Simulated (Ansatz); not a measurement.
# SrVO3

Level of theory: DFT, r²SCAN, scalar-relativistic, collinear spin; plane waves to 500 eV with PAW datasets (Ansatz 0.2.0), Γ-centred 8×8×8 mesh, 0.05 eV Gaussian smearing; PAW files: Ansatz's generated set soft_2.

```
CELL_PARAMETERS angstrom
3.84038 0.00000 0.00000
0.00000 3.84038 0.00000
0.00000 0.00000 3.84038
ATOMIC_POSITIONS crystal
Sr 0.50000 0.50000 0.50000
V 0.00000 0.00000 0.00000
O 0.50000 0.00000 0.00000
O 0.00000 0.50000 0.00000
O 0.00000 0.00000 0.50000
```

The chain of runs began from a cell as deposited in COD, expanded in volume.

Magnetic state: ferromagnetic, site spin moments V 0.82 μB.

Path: Γ–X–M–Γ–R–X | R–M, with Γ = (0.000, 0.000, 0.000), X = (0.000, 0.500, 0.000), M = (0.500, 0.500, 0.000), R = (0.500, 0.500, 0.500) in reciprocal vectors of the calculation's cell.

Bands as a text map, energy in eV from the Fermi level (dashes), each leg drawn with the same width, + spin up, o spin down, # both:
```
  3.71 |    o +++         o     o       o  +         
  3.43 |     +                                   +o  
  3.14 |   o+             +     +       +          o 
  2.86 |           oooooo  o   o         o        + o
  2.57 |  o+      o   +  oo        oooo     oooooo ++
  2.29 |         o +##o#++ #o o+  o   oo +o    oo ooo
  2.00 |oo#ooooooo#oooooo + oo         ooooo     oooo
  1.71 |     o   +  o   oo ++ +  o        +          
  1.43 |++++#++++  o     o  ++  o       o  +         
  1.14 |          o       o         ++      +++      
  0.86 |   o         +++  oo   o  ++ +++ o    +++++++
  0.57 |  o   +++#+++++++  o      +    +++#+     ++++
  0.29 |ooooo#ooo   ++ +++  ooo  +     +   o         
  0.00 |----+------+-----+------+-------+------------
 -0.29 |                  +     +                    
 -0.57 |   +      +       ++   +         +           
 -0.86 |  +      +         +   +                     
 -1.14 |        +           + +           +          
 -1.43 |++++++++            ++             +         
 -1.71 |                                             
 -2.00 |             ++            ###      #######++
 -2.29 |+           #oo#+    +    ## o#+      #+   oo
 -2.57 |o###       #    o+  #o#  ##   ##       o     
 -2.86 |    ##### #      o##  ####     ## +#    #    
 -3.14 |+ #     o#        ##++###       ###      #   
 -3.43 |o###     ##      ##o#o           #        #  
 -3.71 |  +##   o  ######+#o+ ##         o#        ##
 -4.00 |   +###++ #### ###o#             +#+         
        Γ      X      M      Γ      R      XR       M
```

Question: By these bands, is it a metal or an insulator, and if it has a gap, where are the band edges on this path?

Answer: A metal: bands cross the Fermi level.

The run wasn't fully tested for a lower electronic state. Site moments are of spin, integrated over atomic spheres. Compounds of this kind are often insulators, Mott or charge-transfer ones with an open 3d shell, so the metal found may come from the functional, which lacks a U or exact exchange, or from the structure. Only parallel moments were tried, so the real magnetic order may be another.
